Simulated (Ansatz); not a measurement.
Relaxed SiC (wurtzite):

```yaml
crystal:
  lattice:
    - [3.09195, 0.00000, 0.00000]
    - [-1.54598, 2.67771, 0.00000]
    - [0.00000, 0.00000, 5.07427]
  atoms:
    - { symbol: Si, position: [0.66667, 0.33333, 0.00052] }
    - { symbol: Si, position: [0.33333, 0.66667, 0.50052] }
    - { symbol: C, position: [0.66667, 0.33333, 0.62468] }
    - { symbol: C, position: [0.33333, 0.66667, 0.12468] }
```

In each cell atom 4 (C, nearest neighbour Si at 1.893 Å; its periodic images, 3.1 Å or more away, move with it) moves by s·(0.000, 0.943, -0.333) (towards the nearest neighbour), the rest being held.

Method: PBE (plane waves to 420 eV, PAW, scalar-relativistic; Ansatz, a quantum-chemistry and plane-wave program). k mesh 10×10×5 (Γ-centred), Fermi-Dirac smearing 0.05 eV. E stands for the smeared free energy. Left out: 1 of 11 points, with atoms too close for the PAW data. SiC was relaxed with its symmetry unable to fall. ΔE is measured from the undisplaced structure.

```json
[
 {"s (Å)": "-0.570", "ΔE (meV/cell)": "1394"},
 {"s (Å)": "-0.456", "ΔE (meV/cell)": "1054"},
 {"s (Å)": "-0.342", "ΔE (meV/cell)": "700"},
 {"s (Å)": "-0.228", "ΔE (meV/cell)": "366"},
 {"s (Å)": "-0.114", "ΔE (meV/cell)": "107"},
 {"s (Å)": "0.000", "ΔE (meV/cell)": "0"},
 {"s (Å)": "0.114", "ΔE (meV/cell)": "146"},
 {"s (Å)": "0.228", "ΔE (meV/cell)": "682"},
 {"s (Å)": "0.342", "ΔE (meV/cell)": "1807"},
 {"s (Å)": "0.456", "ΔE (meV/cell)": "withheld"}
]
```

Task: Fit a polynomial form (powers 2, 3, 4) to the given rows and predict ΔE at s = 0.456.

Result: Least squares on the 9 given rows: ΔE = (9870)·s² + (13790)·s³ + (7036)·s⁴, in meV/cell with s in Å; root-mean-square residual 5.4 meV/cell. At 0.456 the fit gives 3664 meV/cell; the calculation gives 3827 meV/cell, so the extrapolation is off by -163 (-4.3 %). The quadratic term alone would give 2052 meV/cell.

(For displaced atoms, the force is minus the slope of the energy, and its curvature is a force constant, which sets phonon frequencies.)
